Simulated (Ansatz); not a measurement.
BaMg$_{2}$As$_{2}$ in space group P-3m1 (No. 164; Ba on 1a, Mg on 2d, As on 2d), DFT-r²SCAN in the program Ansatz with PAW potentials. The conduction-band minimum lies at M, with 3 equivalent valleys. Second derivatives d²E/dk² of the lowest band at one valley (eV·Å²), along Cartesian directions:

```tsv
direction	d²E/dk²
[100]	44.90
[010]	8.836
[001]	5.329
[110]	26.88
[101]	25.13
[011]	5.687
```

Problem. Find the principal effective masses, the density-of-states mass and the conductivity mass.

Solution. Off-diagonal terms follow from H_xy = H[110] − (H_xx + H_yy)/2, and m*/mₑ = 7.620 eV·Å² over each eigenvalue: 0.17, 0.82, 1.6. One valley's DOS mass (m₁m₂m₃)^(1/3) = 0.60, conductivity mass 3/(Σ 1/mᵢ) = 0.39 mₑ.

Problem. What effective density of states Nc follows at 300 K for parabolic valleys?

Solution. Nc = 2.509e19 × 3 × (0.60)^(3/2) ≈ 3.5e19 cm⁻³.

The workflow started from a Materials Project entry (that database holds measured and hypothetical structures alike); the Crystallography Open Database copy checked does not list it. Whether it is the stable phase at ambient conditions was not checked. The cell was relaxed with r²SCAN under the symmetry of its start; its stability against distortions is not shown here. Scalar-relativistic: spin–orbit coupling is off unless named, which matters more the heavier the elements.

Potentials: the later of the program's two PAW sets.

Edges and masses are those of Kohn–Sham bands, whose gap is no quasiparticle gap.
